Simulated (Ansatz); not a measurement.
ScAgSe2:
```cif
data_AgScSe2
_chemical_formula_sum 'Sc1 Ag1 Se2'
_space_group_name_H-M_alt 'P-3m1'
_space_group_IT_number 164
_space_group_name_Hall '-P 3 2"'
_cell_length_a 3.89617
_cell_length_b 3.89617
_cell_length_c 6.62642
_cell_angle_alpha 90.000
_cell_angle_beta 90.000
_cell_angle_gamma 120.000
loop_
_atom_site_label
_atom_site_type_symbol
_atom_site_symmetry_multiplicity
_atom_site_Wyckoff_symbol
_atom_site_fract_x
_atom_site_fract_y
_atom_site_fract_z
_atom_site_occupancy
Sc1 Sc 1 a 0.00000 0.00000 0.00000 1
Ag1 Ag 1 b 0.00000 0.00000 0.50000 1
Se1 Se 2 d 0.33333 0.66667 0.23173 1
```

Relaxed with r²SCAN. r²SCAN (plane waves, PAW; program Ansatz) gives a gap of 0.98 eV.

What gap does HSE06 give on the same cell (Ansatz, PAW)?

1.52 eV, 0.54 eV more. The hybrid was solved on a coarser mesh and at special points; the gap given is the minimum over both.

```
k  v1 r²SCAN  c1 r²SCAN    v1 HSE06    c1 HSE06
-  ---------  ---------  ----------  ----------
Γ      -0.75       1.90  (withheld)  (withheld)
A       0.00       1.77        0.00        2.50
K      -1.79       1.91  (withheld)  (withheld)
H      -1.13       2.12  (withheld)  (withheld)
M      -1.35       1.30  (withheld)  (withheld)
L      -0.53       0.98       -0.68        1.52
```

Top valence (v1) and lowest conduction level (c1) in eV from each method's valence maximum (which need not be a listed point): supply the withheld HSE06 values.


- K, v1 HSE06: -2.09
- K, c1 HSE06: 2.54
- H, v1 HSE06: -1.29
- H, c1 HSE06: 2.87
- M, v1 HSE06: -1.52
- M, c1 HSE06: 1.84
- Γ, v1 HSE06: -0.71
- Γ, c1 HSE06: 2.64

Cost on shared cores: the r²SCAN run (SCF on a 8×8×4 mesh, then bands and DOS) roughly 70 core-seconds, the HSE06 run (SCF on 6×6×3, then a few points) about 4 core-minutes (a rough figure); the tasks are unlike.

The first step of the workflow began from a Materials Project structure, measured or hypothetical; the Crystallography Open Database copy checked does not list it. With Sc and Ag taken as one species the cell has the higher symmetry P6_3/mmc, so it may be an ordered model of a mixed-site phase. Its standing as an ambient phase is unchecked. The r²SCAN relaxation kept the symmetry of its start; whether a distortion lowers the energy is not shown. No spin polarisation was allowed. Scalar-relativistic: spin–orbit coupling is off unless named, which matters more the heavier the elements.

Potentials: the later of the program's two PAW sets.
